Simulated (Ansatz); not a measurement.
RbCaH3 (Pm-3m), an elastic constant from a strain scan

Theory: DFT r2SCAN, scalar-relativistic, plane waves, PAW (Ansatz 0.2.0). Settings: plane waves to 500 eV, k-mesh 6×6×6 (Γ-centred), Gaussian smearing 0.05 eV. No spin polarisation. Energies are free energies at this smearing, counted from the undisturbed cell; pressure is positive in compression.

Reference structure (as given, not relaxed at this level; it stands at -0.5 GPa, and it needn't be the usual structure):

```yaml
crystal:
  lattice:
    - [4.54700, 0.00000, 0.00000]
    - [0.00000, 4.54700, 0.00000]
    - [0.00000, 0.00000, 4.54700]
  atoms:
    - { symbol: Rb, position: [0.00000, 0.00000, 0.00000] }
    - { symbol: Ca, position: [0.50000, 0.50000, 0.50000] }
    - { symbol: H, position: [0.00000, 0.50000, 0.50000] }
    - { symbol: H, position: [0.50000, 0.00000, 0.50000] }
    - { symbol: H, position: [0.50000, 0.50000, 0.00000] }
```

The cell is strained by ε times the Voigt pattern (0, 0, 0, 1, 0, 0) (xx, yy, zz, yz, xz, xy; engineering shear) with fractional coordinates fixed. The cell holds 5 atoms in V0 = 94.01 Å³. The stress column is τ = (1/V0) dE/dε, got from the stress tensor σ (compression positive) at each point as −det(1 + εP) σ : P(1 + εP)⁻¹, with P the pattern as a tensor.

```csv
ε,ΔE (meV/atom),τ (GPa)
-0.0525,3.057,-0.995
-0.0450,2.244,-0.851
-0.0375,1.558,-0.708
-0.0300,0.997,-0.566
-0.0225,0.561,-0.424
-0.0150,0.250,-0.283
-0.0075,0.064,-0.141
0.0000,0.000,0.000
0.0075,0.064,0.141
0.0150,0.250,0.283
0.0225,0.561,0.424
0.0300,0.997,0.566
0.0375,1.558,0.708
0.0450,2.244,0.851
0.0525,3.057,0.995
0.0600,?,?
```

Which combination of elastic constants does this scan measure, and how large is it?

For small ε, τ = τ0 + Kε with K = pᵀCp, which for this pattern is C44 in the cubic axes. The parabola through τ at ε = -0.0075, 0 and 0.0075 has slope K = 18.8 GPa at zero. The energies per cell, E = NΔE, of the wider pair ε = ±0.0300 give K = 2[E(ε₊)/ε₊ − E(ε₋)/ε₋]/[(ε₊ − ε₋)V0] = 18.9 GPa, in agreement.

Predict the withheld row at ε = 0.0600 from the harmonic law, and compare.

ΔE = V0(τ0 ε + Kε²/2)/N = 3.979 meV/atom and τ = 1.13 GPa. The calculation gives 3.995 meV/atom and 1.14 GPa, a miss of 0.4 % of the harmonic energy, so the harmonic law still holds here.